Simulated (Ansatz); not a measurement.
The cell of ScVS₃ is invented: perovskite family, tilts a0a0a0 (Pm-3m, No. 221) (A site Sc; B site V; X site S). Lengths were set from tabulated atomic sizes, so they are only a guess.

Space group Pm-3m (No. 221). a = 4.600 Å, b = 4.600 Å, c = 4.600 Å, α = 90.00°, β = 90.00°, γ = 90.00°
```json
{"atom": "Sc", "site": "1b", "symmetry": "m-3m", "x": "0.5000", "y": "0.5000", "z": "0.5000"}
{"atom": "V", "site": "1a", "symmetry": "m-3m", "x": "0.0000", "y": "0.0000", "z": "0.0000"}
{"atom": "S", "site": "3d", "symmetry": "4/mm.m", "x": "0.5000", "y": "0.0000", "z": "0.0000"}
```

Level of theory: DFT PBE, scalar-relativistic, plane waves, PAW (Ansatz 0.2.0). Cutoff 420 eV, Gaussian smearing, Γ-centred meshes. Cell and atoms relax on a converged mesh. In metals the finer mesh still leaves noise of several meV/atom or more. The steps can't lower the symmetry of their start. Collinear spin, starting moments V 2.0 μB.

A guess keeps its type if space group and coordination stay and the shape of the cell changes little (axis ratios within about 15 %, angles within 6°); the volume may change.

**Question.** Will the relaxed cell still be of the starting type?

**Answer.** It keeps its type: symmetry leaves only the cell edge free. The symmetry stays Pm-3m (No. 221). The end has the cubic perovskite type. The volume per atom shrinks by 2.3 %, from 19.5 to 19.0 Å³. The shortest distance goes from 2.30 Å (V–S) to 2.28 Å (V–S). Counting neighbours within 15 % of an atom's shortest distance, the start has S 2, Sc 12, V 6 and the end S 2, Sc 12, V 6.

The last run used collinear spin, an 8×8×8 mesh for its 5-atom cell and Gaussian smearing of 0.10 eV. No Hubbard U is applied to the 3d shell of V. Another magnetic order may lie lower. Symmetry constrained the relaxation, so the result can be a saddle point.
